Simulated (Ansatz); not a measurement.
ScGa:
```
CELL_PARAMETERS angstrom
      2.02404    -5.08512     0.00000
      2.02404     5.08512     0.00000
      0.00000     0.00000     3.86900
ATOMIC_POSITIONS crystal
  Sc 0.86224 0.13776 0.75000
  Sc 0.13776 0.86224 0.25000
  Ga 0.58062 0.41938 0.75000
  Ga 0.41938 0.58062 0.25000
```

Relaxed with r²SCAN.

**Question.** Give the Bader charges and basin volumes of the independent atoms, r²SCAN (plane waves, PAW; program Ansatz).

**Answer.** 

```
atom  Bader charge (e)  Bader volume (Å³)
----  ----------------  -----------------
Sc1              +1.50               12.7
Ga3              -1.50               27.1
```

Space group Cmcm. The workflow started from an entry of the Crystallography Open Database (COD). Its standing as an ambient phase is unchecked. The cell was relaxed with r²SCAN under the symmetry of its start; its stability against distortions is not shown here. The run is not spin-polarised.

Potentials: the later of the program's two PAW sets.
